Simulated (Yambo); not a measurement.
**Optical response of RbSO₂F**

```
CELL_PARAMETERS angstrom
      4.88563     0.00000     0.00000
      0.00000     6.03003     0.00000
     -2.26124     0.00000     7.04633
ATOMIC_POSITIONS crystal
  O  0.66522 0.54700 0.30174
  O  0.33478 0.45300 0.69826
  O  0.33478 0.04700 0.69826
  O  0.66522 0.95300 0.30174
  F  0.79199 0.25000 0.87670
  F  0.20801 0.75000 0.12330
  S  0.60100 0.75000 0.18390
  S  0.39900 0.25000 0.81610
  Rb 0.84316 0.75000 0.71523
  Rb 0.15684 0.25000 0.28477
```

Yambo, RPA with local fields on LDA bands; 4×4×2 mesh, 155 bands, 3 Ry local-field block, 0.2 eV broadening; field along x.

```tsv
E (eV)	Im ε	Re ε	Im ε, independent particles
0.0	0.00	2.20	0.00
0.4	0.00	2.20	0.00
0.8	0.00	2.21	0.01
1.1	0.01	2.22	0.01
1.5	0.01	2.24	0.02
1.9	0.01	2.26	0.03
2.2	0.02	2.29	0.04
2.6	0.03	2.34	0.06
3.0	0.04	2.40	0.09
3.4	0.08	2.50	0.17
3.8	0.19	2.69	0.49
4.1	0.75	2.77	1.92
4.5	0.55	2.13	1.10
4.9	0.62	2.31	1.12
5.2	0.40	1.96	0.39
5.6	0.25	2.19	0.30
6.0	0.23	2.40	0.33
6.4	0.37	2.61	0.62
6.8	0.80	2.73	1.51
7.1	0.81	2.39	1.39
7.5	0.93	2.52	1.29
7.9	1.21	2.23	1.14
8.2	1.07	1.85	0.94
8.6	0.73	1.97	0.81
9.0	0.75	2.17	1.04
9.4	0.84	2.41	1.64
9.8	1.44	2.43	3.21
10.1	1.21	1.84	2.28
10.5	1.23	2.19	2.68
10.9	1.24	1.78	1.73
11.2	1.37	2.18	1.62
11.6	1.87	1.76	1.37
12.0	1.82	1.36	1.50
12.4	1.51	0.94	1.29
12.8	1.17	0.93	1.04
13.1	1.00	1.06	1.10
13.5	0.93	1.15	1.15
13.9	0.91	1.23	1.17
14.2	0.89	1.23	1.14
14.6	0.90	1.31	1.05
15.0	0.97	1.27	1.21
15.4	0.95	1.26	1.31
15.8	0.98	1.26	1.52
16.1	0.96	1.15	1.52
16.5	0.84	1.27	1.58
16.9	0.99	1.29	2.01
17.2	1.01	1.18	1.95
17.6	0.96	1.14	1.79
18.0	0.93	1.21	1.83
18.4	1.00	1.23	2.29
18.8	1.05	1.18	2.40
19.1	1.03	1.18	2.53
19.5	1.11	1.19	1.67
19.9	1.18	1.10	1.25
```

Structure narrower than a few tenths of an eV can come from the finite k mesh. Convergence of the RPA response with its 4×4×2 mesh was not tested. No excitonic effects at this level.

Geometry of the Materials Project entry, not relaxed at this level.
